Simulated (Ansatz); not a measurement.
# N: do energies and stresses tell the same story?

The calculation used DFT r2SCAN, scalar-relativistic, plane waves, PAW in Ansatz.

Settings: cutoff 500 eV, Γ-centred mesh 4×4×4 on the computed 4-atom cell, Gaussian smearing of 0.02 eV; collinear spin from starting moments 3.23 3.23 3.23 3.23 μB.

Relaxed cell: P2_13, a = 5.560 Å, b = 5.560 Å, c = 5.560 Å, α = 90.00°, β = 90.00°, γ = 90.00°, 4 atoms in the primitive cell.

Energies at zero smearing and pressures from the stress tensor, at volumes with shape and atoms relaxed:
```json
{"V (Å³/atom)": "37.804", "E − E(first) (meV/atom)": "0.00", "P (GPa)": "0.105"}
{"V (Å³/atom)": "39.093", "E − E(first) (meV/atom)": "-0.69", "P (GPa)": "0.068"}
{"V (Å³/atom)": "40.382", "E − E(first) (meV/atom)": "-1.12", "P (GPa)": "0.039"}
{"V (Å³/atom)": "41.671", "E − E(first) (meV/atom)": "-1.34", "P (GPa)": "0.017"}
{"V (Å³/atom)": "42.960", "E − E(first) (meV/atom)": "-1.40", "P (GPa)": "-0.001"}
{"V (Å³/atom)": "44.248", "E − E(first) (meV/atom)": "-1.33", "P (GPa)": "-0.014"}
{"V (Å³/atom)": "45.537", "E − E(first) (meV/atom)": "-1.18", "P (GPa)": "-0.025"}
{"V (Å³/atom)": "47.256", "E − E(first) (meV/atom)": "-0.85", "P (GPa)": "-0.035"}
```

Task: Check P = −dE/dV between neighbouring volumes, and get the bulk modulus from the pressures alone.

Result: With 1 eV/Å³ = 160.2 GPa:
```tsv
middle V (Å³/atom)	−ΔE/ΔV (GPa)	mean P (GPa)
38.449	0.085	0.087
39.738	0.054	0.054
41.026	0.027	0.028
42.315	0.008	0.008
43.604	-0.008	-0.008
44.893	-0.019	-0.020
46.396	-0.031	-0.030
```

The two differ by 0.001 GPa at most. The mean of two end pressures misses the average over a step by about ΔV² P″/12, up to 0.001 GPa here; with that taken off 0.001 GPa remains, from the finite cutoff, the mesh or the relaxation's tolerance. Around V = 42.960 Å³/atom, the two neighbours give B = −V ΔP/ΔV = 42.960 × 0.031 / 2.578 = 0.5 GPa, against B0 = 0.5 GPa from the Birch–Murnaghan fit of the energies.

The state reached may not be the lowest one.

Only this magnetic start was tried.

Cost: 9 runs of about 10 core-minutes in all, on Arm Neoverse V2 (shared hosts).